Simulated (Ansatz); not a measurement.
GaO in space group P6_3/mmc (No. 194; Ga on 4f, O on 4f), PBE+D3(BJ) in the plane-wave PAW code Ansatz, all energies at zero smearing, with the estimated change up to a 700 eV cutoff added, with one set of potentials and settings (totals compare only within such a set). Cell of 8 atoms (4 Ga, 4 O): -17404.962 eV.

| element | reference phase | E (eV/atom) |
|---|---|---|
| Ga | Cmce, 4 atoms in the cell | -3783.3190 |
| O | C2/m, 4 atoms in the cell, spin-polarised | -565.0529 |

Formation energy per atom, worked out: (-17404.962 − 4×(-3783.3190) − 4×(-565.0529))/8 = -1.434 eV/atom (-138 kJ per mol of atoms), at 0 K, without zero-point energy or fitted corrections.

The start of the workflow was typed in or built on a structure type; neither database checked (COD, Materials Project) lists it. Whether it is the stable phase at ambient conditions was not checked. The cell was relaxed with PBE+D3(BJ) under the symmetry of its start; its stability against distortions is not shown here. The references are the lowest solids computed at this level, not always the standard phases (solids in place of the gases).

Potentials: the earlier of the program's two PAW sets.
